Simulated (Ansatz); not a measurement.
## Calculated with Ansatz: K2TlPbF6, single run

input.yaml:

```yaml
crystal:
  lattice:
    - [0.0, 4.729346, 4.729346]
    - [4.729346, 0.0, 4.729346]
    - [4.729346, 4.729346, 0.0]
  atoms:
    - { symbol: Tl, position: [0.5, 0.5, 0.5] }
    - { symbol: K, position: [0.25, 0.25, 0.25] }
    - { symbol: K, position: [0.75, 0.75, 0.75] }
    - { symbol: F, position: [0.77, 0.23, 0.23] }
    - { symbol: F, position: [0.23, 0.77, 0.23] }
    - { symbol: F, position: [0.23, 0.77, 0.77] }
    - { symbol: F, position: [0.77, 0.23, 0.77] }
    - { symbol: F, position: [0.23, 0.23, 0.77] }
    - { symbol: F, position: [0.77, 0.77, 0.23] }
    - { symbol: Pb, position: [0.0, 0.0, 0.0] }
  symmetry: { tolerance: 0.0003 }
kpoints:
  mp_grid: { grid: [4, 4, 4], shift: [0.5, 0.5, 0.5] }
magnetization:
  spin_polarized: false
scf:
  occupations: { method: methfessel_paxton, width: 0.15 }
hamiltonian:
  pseudopotentials: { kind: paw }
  xc: pbe
basis:
  ecutwfc: 420
output:
  forces: true
  stress: true
  eigenvalues: true
  write_density: true
  write_potential: true
  elf: true
  volumetric_format: npy
```

Launch command:

```bash
ansatz run input.yaml --threads 1 --pin off --max-ram 2560MiB --backend cpu --events-out ev --progress --plain --runs-dir out
```

Origin of the cell: a known structure type with other elements, at an estimated volume, so it need not be a known compound.

Output (shortened):

```
SCF iter   1: F=—  HF=-31281.729320 eV  Δρ=2.68e-3  dr2=1.03e-2
SCF iter   2: F=—  HF=-31281.728630 eV  S|Δr|=    0.00e0  Δρ=8.31e-4  dr2=7.08e-4
SCF iter   3: F=—  HF=-31281.728825 eV  S|Δr|=    0.00e0  Δρ=5.58e-4  dr2=4.04e-4
SCF iter   4: F=—  HF=-31281.728704 eV  S|Δr|=    0.00e0  Δρ=1.08e-4  dr2=3.41e-5
SCF iter   5: F=—  HF=-31281.728521 eV  S|Δr|=    0.00e0  Δρ=7.01e-5  dr2=8.31e-6
SCF iter   6: F=—  HF=-31281.728520 eV  S|Δr|=    0.00e0  Δρ=2.89e-5  dr2=2.02e-6
SCF iter   7: F=—  HF=-31281.728520 eV  S|Δr|=    0.00e0  Δρ=9.34e-6  dr2=1.40e-7
SCF iter   8: F=-31281.728520 eV  HF=-31281.728520 eV  S|Δr|=    0.00e0  Δρ=4.15e-6  dr2=3.06e-8
SCF 1 converged in 8 iterations: F = -31281.728520 eV  dr2 = 3.06e-8
SCF converged after 8 iterations
Stability not checked: this state was not tested for a lower state beside it, because cold or Methfessel-Paxton smearing, or corrected tetrahedra, fill the levels in a way that the test cannot read (fill_not_monotonic; […]
Free energy (F): -31281.728520 eV
Harris-Foulkes:  -31281.728520 eV  (|F-HF|=1.60e-8)
Internal energy: -31281.722211 eV  (E = F + TS)
E sigma→0 (E₀):  -31281.726942 eV
Entropy (-TS):   -0.006309 eV (-0.631 meV/atom)
Fermi energy:    4.601749 eV
--- Per-component energies (eV) ---
  E_band       = -603.621365
  E_kinetic    = 2370.969946
  E_local      = -7869.623428  (includes V_loc(G=0)·N_el)
  E_nonlocal   = 1136.797592
  E_hartree    = 3020.890853
  E_xc         = -1201.516530
  E_vxc        = -1218.789102  (∫ρ·V_xc dr)
  E_paw        = -23338.714144  (= ΣΔE_a)
  E_vpaw       = -1064.777246  (= ΣTr[D̂ρ^β])
  E_aug_tail   = 0.012295  (compensation charges beyond the density's cutoff)
  E_ewald      = -5400.538795
  E_smearing   = -0.006309  (= −TS)
  Σ components = -31281.728520   (vs F -31281.728520, Δ=0.00e0)
--- Forces (eV/Å), atoms counted from 1 ---
  atom   1  Tl     0.000000    -0.000000    -0.000000
  atom   2  K      0.000014     0.000014     0.000014
  atom   3  K     -0.000014    -0.000014    -0.000014
  atom   4  F      1.044198    -0.001335    -0.001335
  atom   5  F     -0.001335     1.044198    -0.001335
  atom   6  F     -1.044198     0.001335     0.001335
  atom   7  F      0.001335    -1.044198     0.001335
  atom   8  F     -0.001335    -0.001335     1.044198
  atom   9  F      0.001335     0.001335    -1.044198
  atom  10  Pb     0.000000     0.000000     0.000000
  max |Σ_I F_I| component: 8.61e-17 eV/Å
--- Stress (GPa, compression-positive) ---
        4.101845       0.002390       0.002390
        0.002390       4.101845       0.002390
        0.002390       0.002390       4.101845
  P = ⅓ Tr σ = 4.1018 GPa (41.018 kbar)
```

Caveats: no moments, though an odd count or open d shells may carry them; no spin-orbit coupling, though heavy elements are present; the k mesh keeps only part of the crystal's symmetry.

The run took 6 s on 1 thread of AMD EPYC 7R13 Processor (Zen 3), with other jobs on the host, peak memory 0.55 GiB, from the program's own first density.
